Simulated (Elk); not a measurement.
An Elk run on Er with settings drawn from a wide range, so not all are converged; totals and levels move with the basis, and no second program has checked them. All numbers below come from DFT, LDA (von Barth-Hedin), all-electron APW+lo, Dirac cores, scalar-relativistic bands (Elk 11.2.3 with local patches). Elk's input is in atomic units.

Command: `OMP_NUM_THREADS=1 elk` The run took 5.2 min on 1 thread of Arm Neoverse V2, with other jobs on the host, peak memory 0.13 GiB.

```
tasks
  0
  110
  115
  15
  10
  33
  43
  53
  73

xctype
  5

rgkmax
  6

gmaxvr
  16

lmaxapw
  6

lmaxo
  6

lmaxi
  4

nrmtscf
  1.5

nempty
  12

epspot
  1e-06

epsengy
  1e-05

maxscl
  100

swidth
  0.0005

stype
  3

lradstp
  4

mixtype
  1

hmaxvr
  6

reducebf
  0.5

spinpol
  .true.

tforce
  .true.

sppath
  './'

avec
  6.95749106135 0.00000000000 0.00000000000
  -3.47874553067 6.02536400573 0.00000000000
  0.00000000000 0.00000000000 10.67709085518

atoms
  1
  'Er.in'
  2
  0.333333333333 0.666666666667 0.250000000000   0.000 0.000 -0.200
  0.666666666667 0.333333333333 0.750000000000   0.000 0.000 -0.200

ngridk
  7 7 4

wplot
  120 100 1
  -0.55 0.3

plot3d
  0 0 0
  1 0 0
  0 1 0
  0 0 1
  19 19 29
```

Muffin-tin radii in the species files: Er 2.24 bohr.

Structure from Materials Project entry mp-99 (possibly hypothetical), not relaxed further. The listed cell was then made from it by scaling, straining or moving an atom.

Q: What does the run give?

A: It did not converge (100 SCF iterations).
```
Warning(gndstate): failed to reach self-consistency after 100 loops
```
